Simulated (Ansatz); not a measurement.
Relaxed-ion elastic tensor of ZrB2 in space group P6/mmm (No. 191; Zr on 1a, B on 2d) in GPa (Voigt order), LDA (plane waves, PAW; program Ansatz); density 6.32 g/cm³, 9.88 Å³ per atom.

```
 606  59.7   137   0.0   0.0   0.0
59.7   606   137   0.0   0.0   0.0
 137   137   472   0.0   0.0   0.0
 0.0   0.0   0.0   276   0.0   0.0
 0.0   0.0   0.0   0.0   276   0.0
 0.0   0.0   0.0   0.0   0.0   273
```

Q: Is the crystal mechanically stable?

A: Yes: the smallest eigenvalue of C is 273 GPa.

Q: Work out the Voigt, Reuss and Hill averages.

A: K_V = 261, K_R = 261, K_H = 261; G_V = 255, G_R = 247, G_H = 251 GPa.

Q: Give Young's modulus, Poisson's ratio, Pugh's ratio and the universal anisotropy index.

A: E = 9KG/(3K + G) = 570 GPa; ν = 0.14; K/G = 1.04 (brittle by the Pugh limit of 1.75); A_U = 5G_V/G_R + K_V/K_R − 6 = 0.16.

Q: Estimate the sound speeds and the Debye temperature.

A: v_l = √((K + 4G/3)/ρ) = 9710 m/s, v_t = √(G/ρ) = 6300 m/s, mean 6910 m/s; Θ = (h/k)(3n/4πV)^(1/3) v_m = 959 K.

Q: How much does each axis shrink under pressure?

A: Linear compressibilities β_i = Σ_j S_ij (j = 1 to 3): x 1.2, y 1.2, z 1.4 per TPa.

The cell was relaxed with LDA under the symmetry of its start; of distortions, only those at the zone centre were tested. No spin polarisation was allowed. As this level gives no gap, shear constants depend on the k-mesh and smearing (Fermi–Dirac, 0.1 eV here).

Potentials: the later of the program's two PAW sets.
